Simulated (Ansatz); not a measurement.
TiSi2:
```yaml
crystal:
  lattice:
    - [1.74310, -6.62709, 0.00000]
    - [1.74310, 6.62709, 0.00000]
    - [0.00000, 0.00000, 3.53191]
  atoms:
    - { symbol: Si, position: [0.94011, 0.05989, 0.75000] }
    - { symbol: Si, position: [0.05989, 0.94011, 0.25000] }
    - { symbol: Si, position: [0.25041, 0.74959, 0.75000] }
    - { symbol: Si, position: [0.74959, 0.25041, 0.25000] }
    - { symbol: Ti, position: [0.60247, 0.39753, 0.75000] }
    - { symbol: Ti, position: [0.39753, 0.60247, 0.25000] }
```

Relaxed with LDA.

Task: Decompose the optical modes at the zone centre into irreducible representations, and say which are infrared and Raman allowed.

Result: Point group mmm: Γ_opt = 3Ag + 3B1g + 2B1u + 2B2u + 3B3g + 2B3u. Infrared: B1u, B2u, B3u. Raman: Ag, B1g, B3g.

Task: Assign frequencies (DFPT, plane-wave PAW LDA (Ansatz code)).

Result: B1g 200, B1u 205, B3u 206, B2u 235, B3g 238, Ag 276, Ag 319, B2u 353, Ag 354, B1g 358, B3g 365, B1g 369, B1u 383, B3u 402, B3g 472 cm⁻¹.

Subscripts of B labels follow the axes of the standard setting.

Space group Cmcm. Symmetry was held in the LDA relaxation; of distortions, only those at the zone centre were tested. The run is not spin-polarised. As this level gives no gap, phonon frequencies hold no LO–TO term and depend on the k-mesh and smearing (Fermi–Dirac, 0.1 eV here).

Potentials: the later of the program's two PAW sets.
